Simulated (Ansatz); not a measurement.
One crystal and one scan (energy against volume) at two levels, PBE-D3(BJ) (plane waves to 420 eV, PAW, scalar-relativistic; Ansatz, an electronic-structure program) and r2SCAN+rVV10 (plane waves to 500 eV, PAW, scalar-relativistic; Ansatz), each from its own relaxed cell and on its own mesh. The cell shown is that of PBE-D3(BJ).

PtS2 (CdI2 type)

```yaml
crystal:
  lattice:
    - [3.58361, 0.00000, 0.00000]
    - [-1.79180, 3.10349, 0.00000]
    - [0.00000, 0.00000, 4.65640]
  atoms:
    - { symbol: Pt, position: [0.00000, 0.00000, 0.00000] }
    - { symbol: S, position: [0.66667, 0.33333, 0.25900] }
    - { symbol: S, position: [0.33333, 0.66667, 0.74100] }
```

This relaxed cell (volume V₀) is scaled evenly in all directions, its shape held. The atoms relax within the cell's symmetry.

E stands for the smeared free energy. PtS2 is run without spin polarisation. PtS2 was relaxed with its symmetry unable to fall. Spin-orbit coupling is left out, though Pt is heavy. With the shape held, the modulus is that of even scaling; a crystal free to change shape is softer. Percentages come from the unrounded values.

Results of PBE-D3(BJ):

- Lattice constant a (Å) = 3.584
- Lattice constant c (Å) = 4.656
- Relaxed volume (Å³/atom) = 17.26
- Bulk modulus at fixed cell shape B₀ (third-order Birch-Murnaghan fit) (GPa) = 83.6

Question: Estimate the r2SCAN+rVV10 values.

Answer: 
```
quantity                                                                     r2SCAN+rVV10  PBE-D3(BJ) − r2SCAN+rVV10
---------------------------------------------------------------------------  ------------  -------------------------
Lattice constant a (Å)                                                              3.552            +0.032 (+0.9 %)
Lattice constant c (Å)                                                              5.127            -0.471 (-9.2 %)
Relaxed volume (Å³/atom)                                                            18.68             -1.42 (-7.6 %)
Bulk modulus at fixed cell shape B₀ (third-order Birch-Murnaghan fit) (GPa)          76.2              +7.4 (+9.8 %)
```

PBE-D3(BJ) gives the higher value for: lattice constant a; bulk modulus at fixed cell shape B₀. PBE-D3(BJ) gives the lower value for: lattice constant c; relaxed volume. (PBE-D3(BJ)) At this level the bands of PtS2 touch or barely overlap; measurements give the solid a gap. Neither level is exact: the differences show how much the result hangs on the functional.

(A scan under strain: stresses follow from slopes of the energy per volume, elastic moduli from its curvatures.)
